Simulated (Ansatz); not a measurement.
Input:

CoSi$_{2}$:
```cif
data_Co4Si8
_chemical_formula_sum 'Co4 Si8'
_space_group_name_H-M_alt 'Fm-3m'
_space_group_IT_number 225
_space_group_name_Hall '-F 4 2 3'
_cell_length_a 5.31495
_cell_length_b 5.31495
_cell_length_c 5.31495
_cell_angle_alpha 90.000
_cell_angle_beta 90.000
_cell_angle_gamma 90.000
loop_
_atom_site_label
_atom_site_type_symbol
_atom_site_symmetry_multiplicity
_atom_site_Wyckoff_symbol
_atom_site_fract_x
_atom_site_fract_y
_atom_site_fract_z
_atom_site_occupancy
Co1 Co 4 a 0.00000 0.00000 0.00000 1
Si1 Si 8 c 0.25000 0.25000 0.25000 1
```
(The calculation used a cell of 3 atoms; values per cell refer to that cell.)

This is the r²SCAN-relaxed structure.

Question: All from the program Ansatz at the r²SCAN level (PAW), unless another level is named. Give the highest zone-centre frequency.

Answer: 348 cm⁻¹.

Question: Next, the Poisson's ratio?

Answer: 0.32.

The r²SCAN relaxation kept the symmetry of its start; of distortions, only those at the zone centre were tested. The workflow began spin-polarised and lost its moments. As this level gives no gap, phonon frequencies hold no LO–TO term and depend on the k-mesh and smearing (Fermi–Dirac, 0.1 eV here).

Potentials: the later of the program's two PAW sets.
